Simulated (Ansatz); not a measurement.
**Calculated with Ansatz: Cd2O, settings compared**

Run with:

```bash
ansatz run input.yaml --threads 1 --pin off --max-ram 2560MiB --backend cpu --events-out ev --progress --plain --runs-dir out
```

input.yaml:

```yaml
crystal:
  lattice:
    - [0.0, 2.758052, 2.758052]
    - [2.758052, 0.0, 2.758052]
    - [2.758052, 2.758052, 0.0]
  atoms:
    - { symbol: Cd, position: [0.25, 0.25, 0.25] }
    - { symbol: Cd, position: [0.75, 0.75, 0.75] }
    - { symbol: O, position: [0.5, 0.5, 0.5] }
  symmetry: { tolerance: 0.0003 }
kpoints:
  mp_grid: { grid: [6, 6, 6], shift: [0, 0, 0] }
magnetization:
  spin_polarized: false
scf:
  occupations: { method: cold, width: 0.0164 }
hamiltonian:
  pseudopotentials: { kind: paw }
  xc: pbe
basis:
  ecutwfc: 420
output:
  forces: true
  stress: true
  eigenvalues: true
```

Origin of the cell: a known structure type with other elements, at an estimated volume, so it need not be a known compound.

Output of this run (shortened):

```
Pseudopotentials: kind: paw
Pseudopotential: Cd, paw, valence charge 20, recommended cutoff 420 eV (normal), Cd.paw.azcp
Pseudopotential: O, paw, valence charge 6, recommended cutoff 420 eV (normal), O.paw.azcp
Functional definition: PBE
  exchange = pbe_x(kappa = kappa, mu = beta*pi^2/3)
  correlation = pbe_c(beta = beta)
Crystal: 3 atoms, lattice volume = 41.960 Å³
Basis set: ecut = 420 eV, 869 PW (Γ), exchange–correlation on 54×54×54 points (8 copies of the dense FFT grid, shifted against one another)
Bands: 28, of which v1, the nominal top of the filled ones, is band 23 counted from 1 (22 counted from 0)
Symmetry: 48 space group operations
Space group: Fm-3m (ITA 225), of the structure as read, at distance tolerance 1.0e-3 Å
k-points: 16 of 216
[… 4 lines left out …]
Initial density: superposition of atomic densities (neutral atoms: chi_scale 0, normalization atom), corrected by the library's trained network
Functional: x = pbe(κ = 0.804, μ = 0.219515), c = pbe(β = 0.066725)
SCF iter   1: F=—  HF=-17073.767234 eV  Δρ=7.28e-3  dr2=2.30e-2
SCF iter   2: F=—  HF=-17073.764169 eV  S|Δr|=    0.00e0  Δρ=2.49e-3  dr2=3.19e-3  defer=16
SCF iter   3: F=—  HF=-17073.763792 eV  S|Δr|=    0.00e0  Δρ=5.04e-4  dr2=6.42e-5
SCF iter   4: F=—  HF=-17073.763750 eV  S|Δr|=    0.00e0  Δρ=1.30e-4  dr2=3.20e-6
SCF iter   5: F=-17073.763752 eV  HF=-17073.763752 eV  S|Δr|=    0.00e0  Δρ=1.64e-5  dr2=6.10e-8
SCF 1 converged in 5 iterations: F = -17073.763752 eV  dr2 = 6.10e-8
SCF converged after 5 iterations
Stability not checked: this state was not tested for a lower state beside it, because cold or Methfessel-Paxton smearing, or corrected tetrahedra, fill the levels in a way that the test cannot read (fill_not_monotonic; […]
Free energy (F): -17073.763752 eV
Harris-Foulkes:  -17073.763752 eV  (|F-HF|=7.93e-8)
Internal energy: -17073.763752 eV  (E = F + TS)
E sigma→0 (E₀):  -17073.763752 eV
Fermi energy:    17.975059 eV
--- Per-component energies (eV) ---
  E_band       = -651.967725
  E_kinetic    = 1192.173243
  E_local      = -5663.685229  (includes V_loc(G=0)·N_el)
  E_nonlocal   = 114.100303
  E_hartree    = 2680.905432
  E_xc         = -431.436690
  E_vxc        = -543.243247  (∫ρ·V_xc dr)
  E_paw        = -8322.610487  (= ΣΔE_a)
  E_vpaw       = -1113.127894  (= ΣTr[D̂ρ^β])
  E_aug_tail   = 0.002301  (compensation charges beyond the density's cutoff)
  E_ewald      = -6643.212624
  E_smearing   = 0.000000  (= −TS)
  Σ components = -17073.763752   (vs F -17073.763752, Δ=0.00e0)
--- Forces (eV/Å), atoms counted from 1 ---
  atom   1  Cd    -0.000000    -0.000000    -0.000000
  atom   2  Cd     0.000000    -0.000000     0.000000
  atom   3  O      0.000000    -0.000000     0.000000
  max |Σ_I F_I| component: 8.33e-17 eV/Å
--- Stress (GPa, compression-positive) ---
       31.351910       0.000000      -0.000000
       -0.000000      31.351910      -0.000000
        0.000000      -0.000000      31.351910
  P = ⅓ Tr σ = 31.3519 GPa (313.519 kbar)
```

The same input was run again with these changes:

1. `scf.occupations.method` cold → methfessel_paxton; `scf.occupations.width` 0.0164 → 0.2
2. `crystal.symmetry` { tolerance: 0.0003 } → { detect: false }
3. `kpoints.mp_grid.shift` [0, 0, 0] → [0.5, 0.5, 0.5]
4. `scf.mixing.preconditioner` default → none; `hamiltonian.xc` pbe → revpbe

```csv
run,end,SCF iterations,P (GPa),max force component (eV/Å),moment (μB),ΔE(σ→0) (meV/atom)
base,converged,5,31.35,0.000,–,0
1,converged,5,31.34,0.000,–,0.10
2,converged,5,31.35,0.000,–,0.00
3,converged,5,31.25,0.007,–,-0.77
4,converged,6,34.44,0.000,–,–
```

Energies are compared only where functional, datasets, charge and starting cell are the same.

Caveats of the base run: the given cell is far from equilibrium, with atoms too close or a volume far off.

Run 1: the k mesh is coarse if the cell is a metal; wide smearing.
Run 3: the k mesh keeps only part of the crystal's symmetry.
Run 4: forces of this functional can be a tenth off on datasets made under PBE.

The base run took 0.98 s of wall time on 1 CPU thread(s) of a shared host, from the program's own first density.
